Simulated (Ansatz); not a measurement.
## Formation energy of ZrB₂

```
CELL_PARAMETERS angstrom
3.15453 0.00000 0.00000
-1.57727 2.73191 0.00000
0.00000 0.00000 3.50791
ATOMIC_POSITIONS crystal
Zr 0.00000 0.00000 0.00000
B 0.33333 0.66667 0.50000
B 0.66667 0.33333 0.50000
```

The cell comes from a relaxation on PAW files under the same functional, begun from a database entry that needn't be the ground state.

Level of theory: DFT with PBEsol, scalar-relativistic, in Ansatz 0.2.0; a Γ-centred 13×13×10 k mesh, Fermi–Dirac smearing of 0.05 eV, no spin polarisation. LAPW: all electrons, basis error target 0.5 meV/atom; PAW: frozen-core files, cutoff 420 eV.

The elements are taken as B alpha-B12, Zr hcp, each relaxed on PAW files under the same functional and computed by the same method as the compound; zero-point and thermal terms are left out.

The PAW files were made under PBE.

Q: Give the formation energy by each method, with the residual pressure at this cell and the LAPW gap.

A: 

| method | ΔE(formation) (eV/atom) | P at this cell (GPa) | gap (eV) |
| --- | --- | --- | --- |
| LAPW | -1.082 | -0.01 | 0.00 |
| PAW | -1.083 | -0.02 | – |

Q: Give the LAPW value for one formula unit in kJ/mol.

A: -1.082 eV/atom × 3 atoms × 96.485 kJ/(mol·eV) = -313.2 kJ/mol, at zero temperature and without zero-point motion.
